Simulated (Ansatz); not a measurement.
Data:

MnGa:
```
MnGa
1.0
    2.68690     0.00000     0.00000
   -1.34345     2.32693     0.00000
    0.00000     0.00000     4.02833
Mn Ga
1 1
Direct
  0.00000   0.00000   0.00000
  0.33333   0.66667   0.50000
```
The run is spin-polarised; directions of the spins, atom by atom: ↑ 0.

This is the PBEsol-relaxed structure.

Problem. All from DFT-PBEsol in the program Ansatz with PAW potentials, unless another level is named. Predict the density of states at the Fermi level.

Solution. 0.60 states/eV per atom (mean over ±0.08 eV).

Problem. Predict the formation energy from the elements (no fitted shifts).

Solution. -0.018 eV/atom.

Space group P-6m2. The first step of the workflow began from a Materials Project structure, measured or hypothetical; the Crystallography Open Database copy checked does not list it. With Mn and Ga taken as one species the cell has the higher symmetry P6_3/mmc, so it may be an ordered model of a mixed-site phase. Its standing as an ambient phase is unchecked. The cell was relaxed with PBEsol under the symmetry of its start; its stability against distortions is not shown here. Spin order of the final state: ferromagnetic, chosen from 4 collinear starts compared on coarse meshes (ties went to the first, and starts can fall back to one state), not a proven ground state. The references are the lowest solids computed at this level, not always the standard phases. Scalar-relativistic: spin–orbit coupling is off unless named, which matters more the heavier the elements.

Potentials: the later of the program's two PAW sets.
